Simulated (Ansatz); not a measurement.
MoIr:
Space group P-6m2 (No. 187); a = 2.7389 Å, b = 2.7389 Å, c = 4.4041 Å, α = 90.00°, β = 90.00°, γ = 120.00°

| atom | site | symmetry | x | y | z |
|---|---|---|---|---|---|
| Mo | 1a | -6m2 | 0.0000 | 0.0000 | 0.0000 |
| Ir | 1d | -6m2 | 0.3333 | 0.6667 | 0.5000 |

Relaxed with LDA.

Question: Which orbitals make up the states near the Fermi level in plane-wave PAW LDA (Ansatz code)?

Answer: Within 0.5 eV of the Fermi level: Mo 4d 55 %, Ir 5d 34 %. Projections are on Löwdin-orthogonalised atomic valence shells; empty p or d shells of many metals are not among them.

Question: Tabulate the density of states.

Answer: States/eV per cell of 2 atoms, in 0.25 eV bins, energy from the Fermi level.

| E (eV) | total | Ir 5d | Mo 4d | Ir 6s |
|---|---|---|---|---|
| -7.85 | 0.24 | 0.02 | 0.02 | 0.13 |
| -7.60 | 0.26 | 0.03 | 0.02 | 0.14 |
| -7.35 | 0.30 | 0.04 | 0.03 | 0.16 |
| -7.10 | 0.58 | 0.20 | 0.10 | 0.20 |
| -6.85 | 1.68 | 0.85 | 0.33 | 0.37 |
| -6.60 | 1.14 | 0.55 | 0.26 | 0.26 |
| -6.35 | 0.92 | 0.45 | 0.24 | 0.16 |
| -6.10 | 1.48 | 0.84 | 0.42 | 0.11 |
| -5.85 | 2.13 | 1.28 | 0.64 | 0.07 |
| -5.60 | 2.34 | 1.44 | 0.63 | 0.04 |
| -5.35 | 2.51 | 1.49 | 0.64 | 0.07 |
| -5.10 | 2.19 | 1.25 | 0.56 | 0.07 |
| -4.85 | 3.50 | 2.13 | 1.01 | 0.20 |
| -4.60 | 2.34 | 1.48 | 0.62 | 0.13 |
| -4.35 | 1.16 | 0.83 | 0.26 | 0.03 |
| -4.10 | 1.57 | 1.15 | 0.33 | 0.03 |
| -3.85 | 2.51 | 1.47 | 0.87 | 0.06 |
| -3.60 | 2.60 | 1.49 | 0.89 | 0.09 |
| -3.35 | 2.14 | 1.37 | 0.58 | 0.07 |
| -3.10 | 2.40 | 1.43 | 0.77 | 0.06 |
| -2.85 | 2.45 | 1.41 | 0.85 | 0.06 |
| -2.60 | 1.91 | 1.11 | 0.67 | 0.04 |
| -2.35 | 1.84 | 1.14 | 0.58 | 0.04 |
| -2.10 | 2.88 | 1.58 | 1.11 | 0.05 |
| -1.85 | 3.60 | 1.66 | 1.76 | 0.04 |
| -1.60 | 1.80 | 0.98 | 0.69 | 0.03 |
| -1.35 | 2.29 | 0.76 | 1.28 | 0.04 |
| -1.10 | 2.04 | 0.60 | 1.17 | 0.04 |
| -0.85 | 1.82 | 0.56 | 1.03 | 0.04 |
| -0.60 | 1.74 | 0.54 | 1.01 | 0.03 |
| -0.35 | 1.48 | 0.48 | 0.83 | 0.03 |
| -0.10 | 1.50 | 0.50 | 0.83 | 0.03 |
| 0.15 | 1.47 | 0.52 | 0.81 | 0.02 |
| 0.40 | 1.45 | 0.53 | 0.79 | 0.02 |
| 0.65 | 1.44 | 0.53 | 0.79 | 0.01 |
| 0.90 | 1.45 | 0.53 | 0.79 | 0.01 |
| 1.15 | 1.48 | 0.58 | 0.76 | 0.01 |
| 1.40 | 1.53 | 0.58 | 0.84 | 0.02 |
| 1.65 | 2.22 | 0.79 | 1.30 | 0.04 |
| 1.90 | 1.83 | 0.63 | 1.06 | 0.05 |
| 2.15 | 1.60 | 0.44 | 1.01 | 0.05 |
| 2.40 | 1.96 | 0.53 | 1.28 | 0.06 |
| 2.65 | 2.77 | 0.73 | 1.84 | 0.10 |
| 2.90 | 2.70 | 0.67 | 1.80 | 0.10 |
| 3.15 | 1.54 | 0.33 | 1.02 | 0.08 |
| 3.40 | 0.76 | 0.11 | 0.48 | 0.07 |
| 3.65 | 0.71 | 0.09 | 0.44 | 0.08 |
| 3.90 | 0.74 | 0.08 | 0.45 | 0.09 |
| 4.15 | 0.79 | 0.07 | 0.47 | 0.10 |
| 4.40 | 0.86 | 0.07 | 0.51 | 0.11 |
| 4.65 | 0.75 | 0.07 | 0.35 | 0.13 |

The first step of the workflow began from a Materials Project structure, measured or hypothetical; the Crystallography Open Database copy checked does not list it. COD files the formula under space group No. 51. With Mo and Ir taken as one species the cell has the higher symmetry P6_3/mmc, so it may be an ordered model of a mixed-site phase. Its standing as an ambient phase is unchecked. The LDA relaxation kept the symmetry of its start; whether a distortion lowers the energy is not shown. The run is not spin-polarised. Axis ratios of metals converge slowly with the k-mesh, so a and c are less sure than the volume. Spin–orbit coupling is left out wherever it is not named.

Potentials: the later of the program's two PAW sets.
